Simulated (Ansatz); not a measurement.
## Calculated O-17 NMR of the central transition for CO₂ at a changed volume

Cell: a Materials Project structure (computed, not necessarily an observed phase), relaxed with r2SCAN at fixed cell and then changed (volume scaled by 0.96).

Space group Pbcn (No. 60); a = 4.7199, b = 6.2302, c = 5.6021 Å.

| site | Wyckoff | site symmetry | x | y | z |
| --- | --- | --- | --- | --- | --- |
| C | 4c | .2. | 0.5000 | 0.8537 | 0.7500 |
| O | 8d | 1 | 0.7014 | 0.1456 | 0.1363 |

One atom of each set is listed.

Method: Kohn–Sham DFT in Ansatz, r2SCAN, plane waves and PAW, scalar-relativistic, 500 eV cutoff, Γ-centred 5×4×4 k-points, Fermi–Dirac smearing 0.02 eV.

O-17 has I = 5/2 and Q = -25.58 mb (Pyykkö 2018); at 16.4 T its Larmor frequency is ν₀ = 94.7 MHz. Only the quadrupole interaction is simulated: positions count from each site's isotropic chemical shift, and J coupling is left out, as are shift anisotropy and dipolar coupling, which fast spinning averages.

Question: Give C_Q, η, the quadrupolar product P_Q = |C_Q|(1 + η²/3)^½, the second-order isotropic shift and the breadth of the pattern (fast magic-angle spinning) for each O site.

Answer: 

| site | first shell | C_Q (MHz) | η | P_Q (MHz) | δ_QIS (ppm) | breadth (kHz) |
| --- | --- | --- | --- | --- | --- | --- |
| O | 1 C at 1.14 Å | -4.08 | 0.04 | 4.08 | -11.1 | 2.29 |

δ_QIS = −(ν_Q²/30ν₀²)[I(I+1) − 3/4](1 + η²/3) × 10⁶ ppm with ν_Q = 3|C_Q|/[2I(2I−1)]; it falls as 1/B₀² in ppm, and the breadth as 1/B₀ in kHz.

At O V_zz points along its bond to C (within 1°).

At this changed cell the r2SCAN pressure is 6 GPa. The atoms aren't relaxed in the changed cell (largest force 1.8 eV/Å).
